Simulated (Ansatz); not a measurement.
**Ga3P: rattling a relaxed structure**

The cell was found from a proposed guess, not taken from experiment.

All numbers below come from DFT PBE, scalar-relativistic, plane waves, PAW in Ansatz 0.2.0. Plane waves to 420 eV, a k mesh through Γ of 12×12×4 on the computed 8-atom cell and Gaussian smearing (0.10 eV); no spin polarisation.

The cell below (8 atoms, space group P3m1 (No. 156)) is relaxed within its symmetry.

```yaml
crystal:
  lattice:
    - [3.90093, 0.00000, 0.00000]
    - [-1.95046, 3.37830, 0.00000]
    - [0.00000, 0.00000, 12.61975]
  atoms:
    - { symbol: Ga, position: [0.00000, 0.00000, 0.21195] }
    - { symbol: Ga, position: [0.33333, 0.66667, 0.46558] }
    - { symbol: Ga, position: [0.66667, 0.33333, 0.95158] }
    - { symbol: Ga, position: [0.00000, 0.00000, 0.67903] }
    - { symbol: Ga, position: [0.33333, 0.66667, 0.79631] }
    - { symbol: Ga, position: [0.66667, 0.33333, 0.56787] }
    - { symbol: P, position: [0.33333, 0.66667, 0.27542] }
    - { symbol: P, position: [0.00000, 0.00000, 0.02226] }
```

For the test it was strained at random (σ = 1.5 % a component), the atoms were moved at random (σ = 0.10 Å), and all was relaxed again on a coarse 6×6×2 mesh (in the run’s order of axes) with 0.20 eV smearing, with no symmetry imposed.

Problem. What happens?

Solution. It doesn't return. The energy falls by 28 meV/atom on that mesh, the volume changes by 3.9 %, and the end has space group R3m (No. 160) at a loose tolerance. Relaxed again on a 10×10×4 mesh with 0.10 eV smearing, the new structure lies 23 meV/atom below the first (mesh in the axes of the run's cell; the cell below is made exact in the group named). Space group Cm (No. 8), monoclinic, a = 6.842 Å, b = 3.958 Å, c = 12.989 Å, β = 99.8°. Ga on its first site has 4 P at 2.40–2.41 Å and 12 Ga at 3.91–3.96 Å; Ga on its second site has 1 P at 2.43 Å and 3 Ga at 2.62 Å; Ga on its third site has 3 P at 2.41 Å and 1 Ga at 2.55 Å; P on its first site has 4 Ga at 2.41–2.43 Å; 4 more sites not described.

```
Ga P
1.0
     3.42109   -1.97898    0.00000
     3.42109    1.97898    0.00000
    -2.22096    0.00000   12.79790
Ga P
6 2
Direct
  0.94582 0.94582 0.21634
  0.36361 0.36361 0.46725
  0.53193 0.53193 0.96838
  0.09959 0.09959 0.67536
  0.46384 0.46384 0.76894
  0.73007 0.73007 0.56743
  0.29929 0.29929 0.27763
  0.88496 0.88496 0.02866
```
